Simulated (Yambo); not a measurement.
Yambo run on BaF2 (fluorite, space group Fm-3m, No. 225). The wavefunctions are LDA (Quantum ESPRESSO, PseudoDojo norm-conserving, 84 Ry, scalar-relativistic) ones on a 4×4×4 mesh (12 occupied bands); a = 4.2700 Å, b = 4.2700 Å, c = 4.2700 Å, α = 60.00°, β = 60.00°, γ = 60.00°.

Yambo input:

```
rim_cut
gw0
dyson
el_el_corr
HF_and_locXC
ppa
em1d
RandQpts= 1000000
RandGvec= 1 Ry
EXXRLvcs= 84 Ry
VXCRLvcs= 336 Ry
Chimod= "HARTREE"
% BndsRnXp
 1 | 29 |
%
NGsBlkXp= 4 Ry
% LongDrXp
 1.0 | 1.0 | 1.0 |
%
PPAPntXp= 27.2114 eV
% GbndRnge
 1 | 29 |
%
GTermKind= "none"
DysSolver= "n"
ExtendOut
% QPkrange
 1 | 1 | 12 | 13 |
 6 | 6 | 12 | 12 |
%
```

k points by index: 1 = Γ, 6 = (0, 0.25, -0.25).

The o-*.qp file then holds:

```
#    K-point    Band    Eo [eV]    E [eV]    E-Eo [eV]    Vxc [eV]    Vnlxc [eV]    Sc|Eo [eV]    Sc|E [eV]    dSc/dw|Eo [eV]    Re(Z)    Im(Z)
#
    1    12    -0.167678    -2.191458    -2.023779    -21.69460    -29.28226    5.043205    5.563879    -7.000138    0.795383    -0.001561
    1    13    6.794639    8.745433    1.950794    -8.497786    -3.970552    -2.344887    -2.576440    -3.229759    0.893901    -0.779832E-3
    6    12    0.000000    -1.993661    -1.993661    -21.94223    -29.44017    4.998237    5.504283    -6.906260    0.797572    -0.001525
```
(The two width columns are left out.) Convergence of these settings isn't established.

Geometry relaxed with LDA.
